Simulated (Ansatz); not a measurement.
## TiSn: energy against volume and a worked fit

It takes space group Fm-3m (No. 225, cubic). The conventional cell has a = 5.601 Å, b = 5.601 Å, c = 5.601 Å, α = 90.00°, β = 90.00°, γ = 90.00°. Ti (site symmetry m-3m) has 6 Sn at 2.80 Å as nearest neighbours. Around Sn (site symmetry m-3m) lie 6 Ti at 2.80 Å.

The cell comes from a database or a generator and needn't be the stable form of this composition.

The cell was scaled at fixed shape and fractions and run with Ansatz, Ansatz PAW (earlier soft set), cutoff 420 eV; PBE, k mesh 8 × 8 × 8 on the cell of 2 atoms, fermi-dirac occupations of 0.05 eV, no spin polarisation, no spin-orbit coupling. Energies are those that the program minimises, any entropy of the smearing included. For a metal such a mesh isn't converged to the digits shown.

```csv
V (Å³/atom),energy over the lowest row (meV/atom)
20.6470,22.852
21.0863,9.773
21.5256,?
21.9649,0.000
22.4042,2.225
22.8435,8.561
23.2828,18.592
```

Task: Fit the third-order Birch-Murnaghan form, give V0, B0 and B′, and predict the energy left open.

Result: With y = (V0/V)^(2/3), E = E0 + (9 V0 B0/16) [(y - 1)³ B′ + (y - 1)² (6 - 4y)]. Least squares through the rows shown give V0 = 21.9629 Å³/atom, E0 = 0.001 meV, B0 = 83.27 GPa (1 eV/Å³ = 160.218 GPa) and B′ = 4.30, with a largest miss of 0.002 meV. At V = 21.5256 the form with these constants gives 2.345 meV; the run gave 2.342 meV an atom.
